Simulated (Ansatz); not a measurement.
## Two states of EuIr2Au

```yaml
crystal:
  lattice:
    - [4.02319, 0.00000, 0.00000]
    - [0.00000, 4.02319, 0.00000]
    - [0.00000, 0.00000, 9.46122]
  atoms:
    - { symbol: Au, position: [0.75000, 0.25000, 0.00000] }
    - { symbol: Au, position: [0.25000, 0.75000, 0.00000] }
    - { symbol: Ir, position: [0.25000, 0.25000, 0.16940] }
    - { symbol: Ir, position: [0.75000, 0.75000, 0.83060] }
    - { symbol: Eu, position: [0.25000, 0.25000, 0.75315] }
    - { symbol: Eu, position: [0.75000, 0.75000, 0.24685] }
    - { symbol: Ir, position: [0.75000, 0.25000, 0.50000] }
    - { symbol: Ir, position: [0.25000, 0.75000, 0.50000] }
```

Level: PBE, with U_eff = 5.18 eV on Eu f, U_eff = 0.83 eV on Ir d (all-electron-ortho-atomic projectors); 420 eV; 6×6×3 Γ-centred mesh; fermi-dirac occupations (width 0.1 eV); Ansatz 0.2.0, fixed geometry.

State A: Ir4 down, Eu5 up, Eu6 down, Ir7 down, Ir8 down (collinear spin). State B: Ir3 down, Ir4 down, Eu5 up, Eu6 up, Ir7 down, Ir8 down (collinear spin).

Question: Compare the two self-consistent states.

Answer: State B is lower by 13.6 meV an atom at zero smearing; in free energy at this smearing B lies -12.2 meV an atom from A.

```csv
state,free energy (meV/atom),largest moment in a small sphere (μB),net moment (μB/cell),gap on mesh (eV),pressure (GPa),largest force (eV/Å)
A,12.2,6.72,2.27,metal,13.8,4.30
B,0.0,6.71,10.56,metal,13.9,4.34
```

Origin: a known structure type with other elements, at an estimated volume, so it need not be a known compound. Caveats: atoms or cell far from equilibrium.
